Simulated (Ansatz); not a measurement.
Relaxed-ion elastic tensor of Ti$_{3}$AlC (anti-perovskite, Pm-3m) in GPa (Voigt order), PBEsol in the plane-wave PAW code Ansatz; density 4.27 g/cm³, 14.19 Å³ per atom.

```
 336  77.0  77.0   0.0   0.0   0.0
77.0   336  77.0   0.0   0.0   0.0
77.0  77.0   336   0.0   0.0   0.0
 0.0   0.0   0.0  88.2   0.0   0.0
 0.0   0.0   0.0   0.0  88.2   0.0
 0.0   0.0   0.0   0.0   0.0  88.2
```

Q: Is the crystal mechanically stable?

A: Yes: the smallest eigenvalue of C is 88.2 GPa.

Q: Work out the Voigt, Reuss and Hill averages.

A: K_V = 163, K_R = 163, K_H = 163; G_V = 105, G_R = 101, G_H = 103 GPa.

Q: Give Young's modulus, Poisson's ratio, Pugh's ratio and the universal anisotropy index.

A: E = 9KG/(3K + G) = 255 GPa; ν = 0.24; K/G = 1.59 (brittle by the Pugh limit of 1.75); A_U = 5G_V/G_R + K_V/K_R − 6 = 0.18.

Q: Estimate the sound speeds and the Debye temperature.

A: v_l = √((K + 4G/3)/ρ) = 8380 m/s, v_t = √(G/ρ) = 4910 m/s, mean 5440 m/s; Θ = (h/k)(3n/4πV)^(1/3) v_m = 669 K.

Q: Give the Zener ratio and Young's modulus along [100], [110] and [111].

A: A = 2C44/(C11 − C12) = 0.68; 1/E = S11 − 2(S11 − S12 − S44/2)Γ with Γ = 0, 1/4, 1/3 gives 307, 240, 224 GPa.

Q: Solve the Christoffel equation for the three sound speeds along [100], [110], [111].

A: Eigenvalues of C_ijkl n_j n_l equal ρv². In km/s, slowest first: [100] 4.54, 4.54, 8.86; [110] 4.54, 5.50, 8.30; [111] 5.20, 5.20, 8.11.

The workflow started from a Materials Project entry (that database holds measured and hypothetical structures alike); the Crystallography Open Database copy checked does not list it. Whether it is the stable phase at ambient conditions was not checked. The PBEsol relaxation kept the symmetry of its start; of distortions, only those at the zone centre were tested. The run is not spin-polarised. As this level gives no gap, shear constants depend on the k-mesh and smearing (Fermi–Dirac, 0.1 eV here).

Potentials: the earlier of the program's two PAW sets.
